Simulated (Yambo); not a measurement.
CuBiSeO (space group P4/nmm, No. 129), G0W0@LDA in Yambo; all else as in the reference (4×4×1 Γ-centred k mesh, bands 19 to 183 and a 6 Ry block in the screening, 183 bands in G with the Bruneval-Gonze terminator, plasmon pole fitted at 27.2 eV). One parameter is varied: the cutoff of the wavefunctions in Yambo, over 10, 30, 50, 92 Ry.

From which value on does the gap (0, 0.25, 0) → Γ stay within 0.05 eV of the largest setting?

From 50 Ry on.
| cutoff of the wavefunctions in Yambo (Ry) | G0W0 gap (eV) | valence shift (eV) |
|---|---|---|
| 10 | 0.56 | 0.27 |
| 30 | 0.63 | -0.06 |
| 50 | 0.90 | -0.40 |
| 92 | 0.92 | -0.41 |
The last step of the sweep still moves the gap by 14 meV; the other settings are held fixed.

The standard potentials for Bi, Se keep a d shell in the valence without the s and p states of that shell. In tests on such compounds this moved G0W0 gaps by up to about 0.9 eV, so absolute quasiparticle energies here are unreliable; differences between settings are what counts.

Spin-orbit coupling is not included.

Geometry of the Materials Project entry, not relaxed at this level; primitive cell a = b = 3.950 Å, c = 9.068 Å, α = β = γ = 90.00°.

The structure is a Materials Project entry; no match was found in the copy of COD used, and its stability was not checked.

A shift is the quasiparticle energy of the state minus its LDA energy.

The distance between layers or molecules is the database entry's, not relaxed here. Functionals without dispersion can leave it too large, which widens gaps and weakens the response across layers: the numbers belong to this cell.
